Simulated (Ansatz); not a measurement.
## Deforming MgB₂

```
CELL_PARAMETERS angstrom
3.08500 0.00000 0.00000
-1.54250 2.67169 0.00000
0.00000 0.00000 3.52300
ATOMIC_POSITIONS crystal
Mg 0.00000 0.00000 0.00000
B 0.33333 0.66667 0.50000
B 0.66667 0.33333 0.50000
```

Atoms are numbered in the order listed.

The geometry is COD entry 1000026, unchecked; take it as a test cell.

Level of theory: DFT, LDA, all-electron LAPW, scalar-relativistic (Ansatz 0.2.0).

Sampling and basis: a Γ-centred 12×12×9 k mesh, Fermi–Dirac smearing of 0.05 eV, basis error target 0.5 meV/atom, no spin polarisation.

The unchanged cell is at -7.60 GPa.

In a metal, stresses and small energies carry noise from the k mesh.

x, y and z are the Cartesian axes of the cell as listed; fractional coordinates follow a strain, and an engineering shear is twice the off-diagonal strain component.

Problem. One change gave: energy change +9 meV/atom; stress change (xx, yy, zz, yz, xz, xy) 0.27, 0.05, 0.66, -2.07, -2.07, -5.66 GPa, compression positive; change of the force on B2 (-0.062, -0.006, -0.009) eV/Å. Which change was it?
A. equal xy, yz and zx engineering shear strains of +2 %
B. equal xy, yz and zx engineering shear strains of +3 %
C. equal xy, yz and zx engineering shear strains of +1 %
D. equal xy, yz and zx engineering shear strains of -1 %
E. equal xy, yz and zx engineering shear strains of -3 %
F. equal xy, yz and zx engineering shear strains of -2 %

Solution. B. For equal xy, yz and zx engineering shear strains of -3 %: energy change +9 meV/atom; stress change (xx, yy, zz, yz, xz, xy) 0.32, 0.16, 0.58, 2.24, 2.22, 5.86 GPa, compression positive; change of the force on B3 (-0.058, 0.002, 0.012) eV/Å. For equal xy, yz and zx engineering shear strains of -1 %: energy change +1 meV/atom; stress change (xx, yy, zz, yz, xz, xy) 0.04, 0.02, 0.06, 0.74, 0.74, 1.96 GPa, compression positive; change of the force on B3 (-0.015, 0.000, 0.001) eV/Å. For equal xy, yz and zx engineering shear strains of +2 %: energy change +4 meV/atom; stress change (xx, yy, zz, yz, xz, xy) 0.13, 0.05, 0.27, -1.42, -1.42, -3.84 GPa, compression positive; change of the force on B2 (-0.035, -0.002, -0.004) eV/Å. For equal xy, yz and zx engineering shear strains of -2 %: energy change +4 meV/atom; stress change (xx, yy, zz, yz, xz, xy) 0.14, 0.08, 0.24, 1.50, 1.49, 3.93 GPa, compression positive; change of the force on B3 (-0.033, 0.001, 0.005) eV/Å. For equal xy, yz and zx engineering shear strains of +1 %: energy change under 1 meV/atom; stress change (xx, yy, zz, yz, xz, xy) 0.04, 0.02, 0.06, -0.72, -0.72, -1.94 GPa, compression positive; change of the force on B2 (-0.015, 0.000, -0.001) eV/Å.
